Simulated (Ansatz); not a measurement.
CsNb6S8 in space group P-3 (No. 147; Cs on 1a, Nb on 6g, S on 2d, S on 6g) at seven volumes, the program Ansatz at the PBEsol level (PAW), shape and atoms relaxed at each. One row is withheld.

```tsv
V (Å³/atom)	P (GPa)
16.459	?
17.002	8.11
17.545	3.69
18.087	0.00
18.630	-3.05
19.172	-5.54
19.715	-7.55
```

Question: Fit the shown pressures and predict the withheld one.

Answer: Third-order Birch–Murnaghan: P = (3/2)B₀(x^(7/2) − x^(5/2))[1 + (3/4)(B′ − 4)(x − 1)] with x = (V₀/V)^(2/3). Least squares on the six rows gives V₀ = 18.086 Å³/atom, B₀ = 111.0 GPa, B′ = 5.46. At V = 16.459, x = 1.0649 and P = 13.53 GPa. The run itself gave 13.37 GPa.

The workflow started from a Materials Project entry (that database holds measured and hypothetical structures alike); the Crystallography Open Database copy checked does not list it. Whether it is the stable phase at ambient conditions was not checked. Symmetry was held in the PBEsol relaxation; whether a distortion lowers the energy is not shown. No spin polarisation was allowed. Scalar-relativistic: spin–orbit coupling is off unless named, which matters more the heavier the elements.

Potentials: the later of the program's two PAW sets.
